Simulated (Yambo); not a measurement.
Yambo run on LiNbF₆ (space group R-3, No. 148). The wavefunctions are LDA (pw.x of Quantum ESPRESSO, ONCV potentials, no spin-orbit coupling) ones on a 2×2×2 mesh (29 occupied bands); a = 5.4301 Å, b = 5.4301 Å, c = 5.4301 Å, α = 56.19°, β = 56.19°, γ = 56.19°.

Yambo input:

```
rim_cut
gw0
dyson
el_el_corr
HF_and_locXC
ppa
em1d
RandQpts= 1000000
RandGvec= 1 Ry
EXXRLvcs= 84 Ry
VXCRLvcs= 336 Ry
Chimod= "HARTREE"
% BndsRnXp
 2 | 159 |
%
NGsBlkXp= 7 Ry
% LongDrXp
 1.0 | 1.0 | 1.0 |
%
PPAPntXp= 27.2114 eV
% GbndRnge
 1 | 68 |
%
GTermKind= "none"
DysSolver= "n"
ExtendOut
% QPkrange
 1 | 1 | 29 | 29 |
 2 | 2 | 29 | 30 |
%
```

k points by index: 1 = Γ, 2 = L.

Table of the .qp output:

```
#    K-point    Band    Eo [eV]    E [eV]    E-Eo [eV]    Vxc [eV]    Vnlxc [eV]    Sc|Eo [eV]    Sc|E [eV]    dSc/dw|Eo [eV]    Re(Z)    Im(Z)
#
    1    29    0.000000    -1.437703    -1.437703    -22.55946    -30.22485    5.860962    6.227681    -6.940095    0.796783    -0.001330
    2    29    -0.054625    -1.500413    -1.445789    -22.47958    -30.14862    5.854351    6.223252    -6.942339    0.796730    -0.001328
    2    30    5.293486    8.390271    3.096785    -18.47440    -12.24623    -2.541318    -3.131382    -5.184661    0.839958    -0.001235
```
(The two width columns are left out.) Convergence of these settings isn't established.

Geometry of the Materials Project entry, not relaxed at this level.

The structure is a Materials Project entry; no match was found in the copy of COD used, and its stability was not checked.
